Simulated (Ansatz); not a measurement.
Level of theory: Ansatz, DFT PBE, scalar-relativistic, plane waves, PAW. Several structures of KC from a search were relaxed, and the powder pattern of one of them was computed from 10° to 70° in 2θ (λ = 1.5406 Å).

Cu Kα1 powder pattern (kinematic, no thermal factors).
```tsv
2θ (°)	relative intensity
18.94	9
22.08	10
23.63	56
24.12	22
29.46	30
34.02	100
37.45	20
38.43	21
39.54	1
42.29	1
45.04	8
48.34	13
48.88	13
49.41	8
54.74	13
55.23	12
55.47	9
58.58	6
59.74	4
61.12	2
63.61	6
65.38	11
66.70	5
```

Question: Which structure gives it?
1.

```
K C
1.0
    -2.39966    3.02983    3.68606
     2.39966   -3.02983    3.68606
     2.39966    3.02983   -3.68606
K C
2 2
Direct
  0.25124 0.25124 0.00000
  0.74876 0.74876 0.00000
  0.10445 0.50000 0.60445
  0.89555 0.50000 0.39555
```

2.

```
K C
1.0
     4.03746    0.00000    0.00000
     0.00000    4.03746    0.00000
     0.00000    0.00000    6.18513
K C
2 2
Direct
  0.50000 0.50000 0.50000
  0.50000 0.50000 0.00000
  0.00000 0.00000 0.60248
  0.00000 0.00000 0.39752
```

3.

```
K C
1.0
     3.02773   -3.80908    0.00000
     3.02773    3.80908    0.00000
     0.00000    0.00000    3.81366
K C
2 2
Direct
  0.70727 0.29273 0.00000
  0.29273 0.70727 0.00000
  0.89533 0.89533 0.50000
  0.10467 0.10467 0.50000
```

Answer: 1. Its strongest line, at 2θ = 34.02°, has d = λ/(2 sin θ) = 2.633 Å and is the (1 1 2) reflection of the conventional Immm cell with a = 4.799 Å, b = 6.060 Å, c = 7.372 Å. The others have their strongest lines at 31.3° (P4/mmm); 33.2° (Cmmm). In energy it is the lowest of those shown.

These are computed cells and needn't be stable.
